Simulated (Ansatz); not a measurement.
A relaxed structure of TiAu. Method: PBEsol (plane waves to 420 eV, PAW, scalar-relativistic; Ansatz, a first-principles code).

```xyz
2
Lattice="3.2180 0.0000 0.0000 0.0000 3.2180 0.0000 0.0000 0.0000 3.2180" Properties=species:S:1:pos:R:3 pbc="T T T"
Au     0.0000     0.0000     0.0000
Ti     1.6090     1.6090     1.6090
```

Question: Determine the symmetry and give the standard cell with its independent sites.

Answer: Space group Pm-3m (No. 221); a = 3.218 Å, b = 3.218 Å, c = 3.218 Å, α = 90.00°, β = 90.00°, γ = 90.00°

```tsv
atom	site	symmetry	x	y	z
Au	1a	m-3m	0.0000	0.0000	0.0000
Ti	1b	m-3m	0.5000	0.5000	0.5000
```

This is the CsCl type.

Question: Give the shortest distances between elements (the closest pairs, up to four, under 3.6 Å).

Answer: Au–Ti 2.79 Å; Ti–Ti 3.22 Å; Au–Au 3.22 Å.

```json
{
 "volume_per_atom": "16.66 Å³",
 "density": "12.20 g/cm³",
 "band_gap": "no gap (metallic)"
}
```

No spin polarisation in the result.

The run could not lose the symmetry of its start.
